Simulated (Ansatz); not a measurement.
Cu$_{3}$Au (Cu3Au type)

```cif
data_AuCu3
_chemical_formula_sum 'Cu3 Au1'
_space_group_name_H-M_alt 'P 1'
_space_group_IT_number 1
_cell_length_a 3.78050
_cell_length_b 3.78050
_cell_length_c 3.78050
_cell_angle_alpha 90.000
_cell_angle_beta 90.000
_cell_angle_gamma 90.000
loop_
_space_group_symop_operation_xyz
  'x, y, z'
loop_
_atom_site_label
_atom_site_type_symbol
_atom_site_fract_x
_atom_site_fract_y
_atom_site_fract_z
_atom_site_occupancy
Cu1 Cu 0.00000 0.50000 0.50000 1
Cu2 Cu 0.50000 0.50000 0.00000 1
Cu3 Cu 0.50000 0.00000 0.50000 1
Au1 Au 0.00000 0.00000 0.00000 1
```

The volume is varied about the relaxed value V₀ at fixed cell shape. Symmetry pins the atoms to their sites.

Level of theory: PBE (plane waves to 420 eV, PAW, scalar-relativistic; Ansatz, an electronic-structure program). k mesh 12×12×12 (Γ-centred), Fermi-Dirac smearing 0.05 eV. E stands for the smeared free energy. Compression counts positive. Cu3Au is run without spin polarisation. Cu3Au was relaxed with its symmetry unable to fall. Spin-orbit coupling is left out, though Au is heavy. ΔE is measured from the relaxed starting cell.

```csv
V (Å³/cell),ΔE (kJ/mol of atoms),P (GPa)
45.39,21.2,39.0
46.83,13.8,29.5
48.27,8.3,21.5
49.71,4.4,14.7
51.15,1.8,9.0
52.59,0.4,4.1
54.03,0.0,0.0
55.47,0.4,-3.5
56.91,1.5,-6.4
58.35,3.1,-8.9
59.80,5.3,-11.0
61.24,7.9,-12.7
62.68,10.8,-14.1
```

Derived quantities:

```
Quantity                                                   Value
-------------------------------------------------  -------------
Pressure at the smallest volume                         39.0 GPa
Energy cost of the largest compression              220 meV/atom
Energy cost of the largest expansion                112 meV/atom
Bulk modulus B₀ (third-order Birch-Murnaghan fit)        142 GPa
Pressure derivative B₀′ (fit)                                5.3
Equilibrium volume of the fit                      13.51 Å³/atom
Pressure for 5 % compression (fit)                       8.3 GPa
```

(Under strain, the slope of the energy per volume gives the stress and its curvature an elastic modulus.)
